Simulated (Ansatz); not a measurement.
CaH2O2:
```
CaH2O2
1.0
    3.49785     0.00000     0.00000
   -1.74893     3.02923     0.00000
    0.00000     0.00000     4.61807
Ca H O
1 2 2
Direct
  0.00000   0.00000   0.00000
  0.66667   0.33333   0.54216
  0.33333   0.66667   0.45784
  0.66667   0.33333   0.75391
  0.33333   0.66667   0.24609
```

Relaxed with LDA.

**Question.** Map the electron localisation function on the plane through (0.000, 0.000, 0.000) spanned by u = [0, 0, 1] and v = [1, -1, 0] in lattice vectors, from plane-wave PAW LDA (Ansatz code).

**Answer.** x is the fraction of u, y of v (the angle between them is 90°; rows are the nearest grid lines); atoms in the plane: Ca at (0.00, 0.00), H at (0.54, 0.67), H at (0.46, 0.33), O at (0.75, 0.67), O at (0.25, 0.33).
```
|##%%#=            =#%%##|
|#%%%#-            -#%%%#|
|%%%#-              :*%%%|
|##*-.         .::.. .=*#|
|::.         .:-=++=:. .:|
|          .-+**#%%%%#+: |
|.         -#%%%###%%%#=.|
|-        .*@@@@#+=+#%#*-|
|-        :#@@@@%=.-*%#*-|
|:         :#%%%###%%%#+:|
|.   ....   :+**#%%%%%*-.|
|   :=+=-.   .:=*#%%%#=. |
| .=#%%%#*=:.   .-=+=:   |
|.-*%%%%%#**+:   ....   .|
|:+#%%%###%%%#:         :|
|-*#%*-.=%@@@@#:        -|
|-*#%#+=+#@@@@*.        -|
|.=#%%%###%%%#-         .|
| :+#%%%%#**+-.          |
|:. .:=++=-:.         .::|
|#*=. ..::.         .-*##|
|%%%*:              -#%%%|
|#%%%#-            -#%%%#|
|##%%#=            =#%%##|
```
Scale: ten equal steps from 0.008 (start of ' ') to 0.976 (end of '@'), in the order ' .:-=+*#%@'; x runs from 0.000 to 1.00, y from 0.000 (bottom) to 1.00 (top).

The density is the valence pseudo-density with augmentation charge, so density and ELF within about 1 Å of a nucleus are not all-electron values.

Space group P-3m1. The workflow started from a Materials Project entry (that database holds measured and hypothetical structures alike); the Crystallography Open Database files this formula in space group No. 164, but the cells were not matched. Its standing as an ambient phase is unchecked. The LDA relaxation kept the symmetry of its start; its stability against distortions is not shown here. A crystal of weakly bound layers computed without a dispersion correction: the cell and the soft elastic constants depend strongly on that.

Potentials: the later of the program's two PAW sets.
